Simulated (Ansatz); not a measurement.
# Data sheet: Si2Ni (DFT)

Si2Ni:
```cif
data_Ni4Si8
_chemical_formula_sum 'Ni4 Si8'
_space_group_name_H-M_alt 'Fm-3m'
_space_group_IT_number 225
_space_group_name_Hall '-F 4 2 3'
_cell_length_a 5.38847
_cell_length_b 5.38847
_cell_length_c 5.38847
_cell_angle_alpha 90.000
_cell_angle_beta 90.000
_cell_angle_gamma 90.000
loop_
_atom_site_label
_atom_site_type_symbol
_atom_site_symmetry_multiplicity
_atom_site_Wyckoff_symbol
_atom_site_fract_x
_atom_site_fract_y
_atom_site_fract_z
_atom_site_occupancy
Ni1 Ni 4 a 0.00000 0.00000 0.00000 1
Si1 Si 8 c 0.25000 0.25000 0.25000 1
```
(The calculation used a cell of 3 atoms; values per cell refer to that cell.)

Space group Fm-3m (No. 225), fluorite or antifluorite type; conventional cell a = b = c = 5.388 Å, α = β = γ = 90.00°.

Method: plane-wave PAW PBEsol (Ansatz code). Geometry: relaxed at this level of theory. Other levels are named where they apply.

Cell and energy:

- Volume per atom: 13.04 Å³
- Density: 4.88 g/cm³
- Formation energy from the elements (no fitted shifts): -0.45 eV/atom

Electronic structure:

* **Electronic character**: metallic (no gap)
* **Density of states at the Fermi level**: 0.29 states/eV per atom (mean over ±0.08 eV)

Magnetism:

Magnetic order: non-magnetic (starting moments vanished)

Mechanics:

* **Bulk modulus (Birch–Murnaghan fit)**: 159 GPa
* **Pressure derivative B′**: 4.9
* **Elastic constants (relaxed ions, GPa)**: C11 = 199, C12 = 141, C44 = 79.9
* **Mechanical stability**: stable (all eigenvalues of C positive)
* **Hill bulk and shear moduli**: 160 and 53.2 GPa
* **Young's modulus**: 144 GPa
* **Poisson's ratio**: 0.35
* **Debye temperature from the elastic constants**: 470 K

Symmetry was held in the PBEsol relaxation. The workflow began spin-polarised and lost its moments. As this level gives no gap, shear constants depend on the k-mesh and smearing (Fermi–Dirac, 0.1 eV here). The references are the lowest solids computed at this level, not always the standard phases.

Potentials: the later of the program's two PAW sets.
